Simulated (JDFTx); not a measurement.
System: V(211) (Im-3m bulk; lattice of mp-146, not re-optimised at this level), 1x1 cell of 8 atoms in 8 planes, area 10.89 Å² a face, 8.3 Å between the outermost planes in a cell 24.5 Å high; k mesh 8×6×1, Fermi width 0.01 Ha, no spin polarisation. Neither spin polarisation nor a larger cell was tried.

All numbers are PBE, GBRV ultrasoft potentials, plane waves to 20/100 Ha results from JDFTx (a modified build), not measurements. Liquid on both sides: CANDLE, water, 0.5 M KCl; nuclei fixed. 

Charging data:

| U − U_pzc (V) | σ (μC/cm²) |
|---|---|
| 0.00 | 0.00 |
| 0.13 | 4.03 |
| 0.68 | 20.71 |

Worked example: a check of Lippmann's equation. The grand free energy per area against the neutral slab, Δγ = [F(N) − F(N₀) − μ(N − N₀)]/2A, is taken from the total energies of the same runs.

| U − U_pzc (V) | Δγ (mJ/m²) |
|---|---|
| 0.00 | 0.0 |
| 0.13 | -2.8 |
| 0.68 | -70.6 |

Δγ is largest at zero charge and falls away from it, as dγ/dU = −σ demands. At 0.68 V the computed -70.6 mJ/m² stands beside -70.5 mJ/m² from the constant-capacitance formula.
